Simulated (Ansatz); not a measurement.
BaMg2Sb2:
```
BaMg2Sb2
1.0
    4.79024     0.00000     0.00000
   -2.39512     4.14847     0.00000
    0.00000     0.00000     8.19244
Ba Mg Sb
1 2 2
Direct
  0.00000   0.00000   0.00000
  0.66667   0.33333   0.37677
  0.33333   0.66667   0.62323
  0.66667   0.33333   0.73067
  0.33333   0.66667   0.26933
```

Relaxed with r²SCAN. Special points in fractions of this cell's reciprocal vectors: Γ (0.000, 0.000, 0.000); M (0.500, 0.000, 0.000); K (0.333, 0.333, 0.000); A (0.000, 0.000, 0.500); L (0.500, 0.000, 0.500); H (0.333, 0.333, 0.500).

### Question
List the band energies nearest the valence-band maximum at these points for the program Ansatz at the r²SCAN level (PAW).

### Answer
In eV from the valence-band maximum; about four levels below and three above (degenerate sets whole), none deeper than 8.9 eV; points with the same levels are listed once.

```tsv
k	below	above
Γ	-0.94 -0.94 -0.08 0.00 0.00	2.02 2.04 2.63
M	-1.57 -1.48 -1.33 -0.98	1.20 3.15 3.44
K	-2.73 -1.30 -1.30 -1.27	3.07 3.45 3.45
A	-0.57 -0.57 -0.54 -0.54	1.94 2.80 2.89 2.89
L	-1.79 -1.62 -0.62 -0.55	1.43 2.11 3.14
H	-2.32 -1.91 -1.29 -1.29	2.46 2.46 4.01
```

Space group P-3m1. The workflow started from a Materials Project entry (that database holds measured and hypothetical structures alike); the Crystallography Open Database files this formula in space group No. 164, but the cells were not matched. Its standing as an ambient phase is unchecked. Symmetry was held in the r²SCAN relaxation; whether a distortion lowers the energy is not shown. Spin–orbit coupling is left out wherever it is not named.

Potentials: the later of the program's two PAW sets.
